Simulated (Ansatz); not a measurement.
SnAu (NiAs type)

```yaml
crystal:
  lattice:
    - [4.33265, 0.00000, 0.00000]
    - [-2.16633, 3.75219, 0.00000]
    - [0.00000, 0.00000, 5.55623]
  atoms:
    - { symbol: Sn, position: [0.66667, 0.33333, 0.75000] }
    - { symbol: Sn, position: [0.33333, 0.66667, 0.25000] }
    - { symbol: Au, position: [0.00000, 0.00000, 0.50000] }
    - { symbol: Au, position: [0.00000, 0.00000, 0.00000] }
```

E(V) scan at fixed shape, V₀ the volume above. Symmetry pins the atoms to their sites.

Level of theory: PBEsol (plane waves to 420 eV, PAW, scalar-relativistic; Ansatz, an electronic-structure program). k mesh 12×12×9 (Γ-centred), Fermi-Dirac smearing 0.05 eV. E stands for the smeared free energy. Compression counts positive. With the shape held, the modulus is that of even scaling; a crystal free to change shape is softer. SnAu was relaxed with its symmetry unable to fall. Spin-orbit coupling is left out, though Au is heavy. The zero of ΔE is the relaxed starting cell. The last digit holds for this mesh only.

```json
[
 {"V (Å³/atom)": "21.227", "ΔE (meV/atom)": "26.1"},
 {"V (Å³/atom)": "21.566", "ΔE (meV/atom)": "14.2"},
 {"V (Å³/atom)": "21.904", "ΔE (meV/atom)": "6.1"},
 {"V (Å³/atom)": "22.243", "ΔE (meV/atom)": "1.5"},
 {"V (Å³/atom)": "22.582", "ΔE (meV/atom)": "0.0"},
 {"V (Å³/atom)": "22.921", "ΔE (meV/atom)": "1.4"},
 {"V (Å³/atom)": "23.259", "ΔE (meV/atom)": "5.4"},
 {"V (Å³/atom)": "23.598", "ΔE (meV/atom)": "11.8"},
 {"V (Å³/atom)": "23.937", "ΔE (meV/atom)": "withheld"}
]
```

Task: Fit a third-order Birch-Murnaghan form (E₀, V₀, B₀, B₀′ free) to the given rows and predict ΔE at V = 23.937.

Result: Least squares on the 8 given rows: ΔE = E₀ + (9V₀B₀/16)·y²·[2 + (B₀′ − 4)y], y = (V₀/V)^(2/3) − 1, with V₀ = 22.581 Å³/atom, B₀ = 90.50 GPa (160.2 GPa = 1 eV/Å³; the term in eV is multiplied by 1000), B₀′ = 5.24, E₀ = 0.00 meV/atom; root-mean-square residual 0.01 meV/atom. At 23.937 the fit gives 20.4 meV/atom; the calculation gives 20.4 meV/atom, the same to the digits shown. For the pressure the fit gives -4.5 GPa against the computed -4.5 GPa.

(A scan under strain: stresses follow from slopes of the energy per volume, elastic moduli from its curvatures.)
